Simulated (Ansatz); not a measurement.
Phonons of Se (trigonal-Se type, space group P3_121) at Γ, M = (0.5, 0.0, 0.0), A = (0.0, 0.0, 0.5), L = (0.5, 0.0, 0.5).

Se (trigonal-Se type, space group P3_121)

```xyz
3
Lattice="4.5345 0.0000 0.0000 -2.2673 3.9270 0.0000 0.0000 0.0000 5.0415" Properties=species:S:1:pos:R:3 pbc="T T T"
Se     0.9892     0.0000     4.2012
Se    -0.4946     0.8566     0.8402
Se     1.7727     3.0704     2.5207
```

Method: PBE (plane waves to 420 eV, PAW, scalar-relativistic; Ansatz, a program for electronic structure). Harmonic phonons by density-functional perturbation theory on a 8×8×8 k mesh, in cm⁻¹; i marks imaginary ones, q is in fractions of the reciprocal vectors of the cell shown, and the three acoustic modes at Γ are left out. Se was relaxed with its symmetry unable to fall.

```tsv
q	wavenumbers (cm⁻¹)
Γ	85, 127 (×2), 218 (×2), 231
M = (0.5, 0.0, 0.0)	29, 34, 42, 55, 119, 124, 210, 215, 246
A = (0.0, 0.0, 0.5)	51 (×2), 61, 70, 117 (×2), 186, 230 (×2)
L = (0.5, 0.0, 0.5)	37, 41, 64, 69, 111, 113, 186, 224, 236
```

The structure shows no imaginary mode at these points (lowest 29 cm⁻¹ at M = (0.5, 0.0, 0.0)); other wave vectors were not tested.

Highest mode: 246 cm⁻¹ at M = (0.5, 0.0, 0.0).
